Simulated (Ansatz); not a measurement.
Starting cell, HfO$_{2}$ (baddeleyite type, space group P2_1/c):

```
CELL_PARAMETERS angstrom
      5.16167     0.00000     0.00000
      0.00000     5.21254     0.00000
     -0.89783     0.00000     5.27699
ATOMIC_POSITIONS crystal
  Hf 0.27573 0.04291 0.20837
  Hf 0.72427 0.54291 0.29163
  Hf 0.72427 0.95709 0.79163
  Hf 0.27573 0.45709 0.70837
  O  0.06716 0.32866 0.34845
  O  0.93284 0.82866 0.15155
  O  0.93284 0.67134 0.65155
  O  0.06716 0.17134 0.84845
  O  0.44917 0.75722 0.47666
  O  0.55083 0.25722 0.02334
  O  0.55083 0.24278 0.52334
  O  0.44917 0.74278 0.97666
```

A phonon eigenvector at Γ is frozen into this cell: atom i moves by Q times the vector below, so Q is the largest atomic displacement, in Å. The cell is held.

| atom | x | y | z |
|---|---|---|---|
| Hf1 | -0.040 | -0.005 | 0.016 |
| Hf2 | -0.040 | 0.005 | 0.016 |
| Hf3 | -0.040 | -0.005 | 0.016 |
| Hf4 | -0.040 | 0.005 | 0.016 |
| O5 | -0.067 | -0.881 | -0.468 |
| O6 | -0.067 | 0.881 | -0.468 |
| O7 | -0.067 | -0.881 | -0.468 |
| O8 | -0.067 | 0.881 | -0.468 |
| O9 | 0.513 | -0.221 | 0.285 |
| O10 | 0.513 | 0.221 | 0.285 |
| O11 | 0.513 | -0.221 | 0.285 |
| O12 | 0.513 | 0.221 | 0.285 |

All values below come from PBE (plane waves to 420 eV, PAW, scalar-relativistic; Ansatz, a first-principles code). k mesh 5×5×5 (Γ-centred), Fermi-Dirac smearing 0.05 eV. HfO2 is run without spin polarisation. HfO2 was relaxed with its symmetry unable to fall. Spin-orbit coupling is left out, though Hf is heavy. The PAW data are Ansatz's earlier set. 

```csv
Q (Å),−dE/dQ from forces (eV/Å)
-0.180,14.392
-0.150,11.894
-0.120,9.452
-0.090,7.053
-0.060,4.685
-0.030,2.338
0.000,0.000
0.030,-2.338
0.060,-4.685
0.090,-7.053
0.120,-9.452
0.150,-11.894
0.180,-14.392
```

### Question
What harmonic wavenumber does the curvature at Q = 0 give?

### Answer
484 cm⁻¹. E″ = 77.87 eV/Å², M = Σ mᵢ|uᵢ|² = 90.5 u, ν̃ = 521.5·√(|E″|/M).

(For displaced atoms, the force is minus the slope of the energy, and its curvature is a force constant, which sets phonon frequencies.)
